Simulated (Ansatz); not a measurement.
SiGe3:
```cif
data_Ge3Si
_chemical_formula_sum 'Si1 Ge3'
_space_group_name_H-M_alt 'P 1'
_space_group_IT_number 1
_cell_length_a 3.96749
_cell_length_b 3.96749
_cell_length_c 5.60115
_cell_angle_alpha 90.000
_cell_angle_beta 90.000
_cell_angle_gamma 90.000
loop_
_space_group_symop_operation_xyz
  'x, y, z'
loop_
_atom_site_label
_atom_site_type_symbol
_atom_site_fract_x
_atom_site_fract_y
_atom_site_fract_z
_atom_site_occupancy
Si1 Si 0.00000 0.00000 0.00000 1
Ge1 Ge 0.50000 0.00000 0.24431 1
Ge2 Ge 0.50000 0.50000 0.50000 1
Ge3 Ge 0.00000 0.50000 0.75569 1
```

This is the r²SCAN-relaxed structure.

All from DFT-r²SCAN in the program Ansatz with PAW potentials, unless another level is named. Give the band gap.

0.56 eV (indirect).

And the electron effective mass?

0.079, 0.11, 0.23 mₑ (principal values).

And the gap with spin–orbit coupling?

0.49 eV.

Space group P-4m2. The start of the workflow was typed in or built on a structure type; neither database checked (COD, Materials Project) lists it. Whether it is the stable phase at ambient conditions was not checked. Symmetry was held in the r²SCAN relaxation; whether a distortion lowers the energy is not shown. Scalar-relativistic: spin–orbit coupling is off unless named, which matters more the heavier the elements.

Potentials: the later of the program's two PAW sets.
